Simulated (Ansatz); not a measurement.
Question: Name crystals whose computed values (LDA (plane waves, PAW; program Ansatz)) fall in these windows: highest Γ mode, no LO–TO term (cm⁻¹) 160 to 220; B₀ by P(V) fit (GPa) 110 to 160; Θ_D (K) 220 to 260.

Answer: 

| crystal | highest Γ mode, no LO–TO term (cm⁻¹) | B₀ by P(V) fit (GPa) | Θ_D (K) |
|---|---|---|---|
| Ag, dhcp (α-La type) | 187 | 139 | 245 |
| Ag, hcp (Mg type) | 184 | 138 | 245 |
Others may fit too.

Not the usual ambient phase: Ag, dhcp (α-La type); Ag, hcp (Mg type). All cells were relaxed under the symmetry of their starts (and spin orders); stability against distortions was not tested throughout. Named crystals with no word on spin ran without spin polarisation. Spin–orbit coupling is left out wherever it is not named.

Potentials: the earlier of the program's two PAW sets. The files were generated under PBE; for other functionals the program regenerates the frozen cores, and for LDA and PBEsol the local potential too.
